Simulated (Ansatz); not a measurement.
**Harmonic thermodynamics of B₆As**

All numbers below come from DFT PBEsol, scalar-relativistic, plane waves, PAW (Ansatz 0.2.0). Plane waves to 420 eV; Γ-centred k mesh 6×6×6; fixed occupations. No spin polarisation. Phonons by linear response, acoustic sum rule imposed.

Equilibrium structure at this level:
Space group R-3m:H (No. 166). a = 6.123 Å, b = 6.123 Å, c = 11.844 Å, α = 90.00°, β = 90.00°, γ = 120.00°
| atom | site | symmetry | x | y | z |
| --- | --- | --- | --- | --- | --- |
| B | 18h | .m | 0.2303 | 0.4607 | 0.7853 |
| B | 18h | .m | 0.5164 | 0.4836 | 0.3054 |
| As | 6c | 3m | 0.3333 | 0.6667 | 0.2675 |

Force constants from linear response on a 2×2×2 q mesh, interpolated to a fine mesh.

Phonon density of states, in bins of 20 cm⁻¹:
```tsv
bin centre (cm⁻¹)	share of modes (%)
10	0.0
30	0.0
50	0.0
70	0.1
90	0.2
110	0.4
130	1.4
150	1.1
170	0.6
190	1.2
210	1.3
230	4.1
250	1.6
270	1.2
290	2.4
310	1.6
330	0.9
350	1.3
370	2.6
390	1.4
410	1.3
430	0.8
450	1.3
470	1.3
490	0.5
510	1.2
530	2.0
550	1.4
570	1.9
590	4.2
610	3.1
630	3.2
650	1.7
670	4.5
690	1.9
710	1.3
730	5.3
750	2.3
770	2.3
790	2.1
810	3.8
830	2.4
850	1.0
870	1.9
890	2.0
910	2.9
930	0.0
950	2.3
970	6.6
990	3.9
1010	5.9
1030	0.5
```

**Question.** What is the zero-point energy per atom?

**Answer.** 120.1 meV.

**Question.** How large are the vibrational entropy and heat capacity at 300 K?

**Answer.** S = 0.98 k_B and C_V = 1.49 k_B per atom, 50 % of the Dulong–Petit value.

**Question.** Tabulate them against temperature.

**Answer.**
| T (K) | F_vib (meV/atom) | S (k_B/atom) | C_V (k_B/atom) |
| --- | --- | --- | --- |
| 100 | 119.8 | 0.12 | 0.29 |
| 200 | 117.2 | 0.50 | 0.89 |
| 300 | 110.9 | 0.98 | 1.49 |
| 400 | 100.3 | 1.47 | 1.93 |
| 500 | 85.7 | 1.93 | 2.22 |
| 600 | 67.1 | 2.36 | 2.42 |
| 700 | 45.2 | 2.74 | 2.55 |
| 800 | 20.0 | 3.09 | 2.65 |
| 900 | -8.0 | 3.40 | 2.72 |
| 1000 | -38.6 | 3.69 | 2.77 |

Whether B6As exists in this form wasn't checked.

Cost: 1 run of about 58 core-minutes, on AMD EPYC (Zen 3) (shared hosts).